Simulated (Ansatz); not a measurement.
SnSe2 (CdI2 type)

```
SnSe2
1.0
    7.65168     0.00000     0.00000
   -1.91292     3.31327     0.00000
    0.00000     0.00000     6.23092
Sn Se
2 4
Direct
  0.00000   0.00000   0.00000
  0.50000   0.00000   0.00000
  0.16667   0.66667   0.25294
  0.66667   0.66667   0.25294
  0.33333   0.33333   0.74706
  0.83333   0.33333   0.74706
```

In this cell atom 1 (Sn, nearest neighbour Se at 2.713 Å; its periodic images, 3.8 Å or more away, move with it) is moved by s along Cartesian x, unit vector (1.000, 0.000, 0.000); all other atoms and the cell stay fixed.

Computed with r2SCAN+rVV10 (plane waves to 500 eV, PAW, scalar-relativistic; Ansatz, a quantum-chemistry and plane-wave program). k mesh 4×8×5 (Γ-centred), Fermi-Dirac smearing 0.05 eV. Energies are smeared free energies. SnSe2 was relaxed with its symmetry unable to fall. The zero of ΔE is the undisplaced structure.

Problem. Give the computed ΔE (meV/cell) at s (Å) = -0.270, -0.162, 0.108, 0.162, 0.216, 0.270.

Solution. 
| s (Å) | ΔE (meV/cell) |
|---|---|
| -0.270 | 346 |
| -0.162 | 123 |
| 0.108 | 55 |
| 0.162 | 123 |
| 0.216 | 220 |
| 0.270 | 346 |

(For displaced atoms, the force is minus the slope of the energy, and its curvature is a force constant, which sets phonon frequencies.)
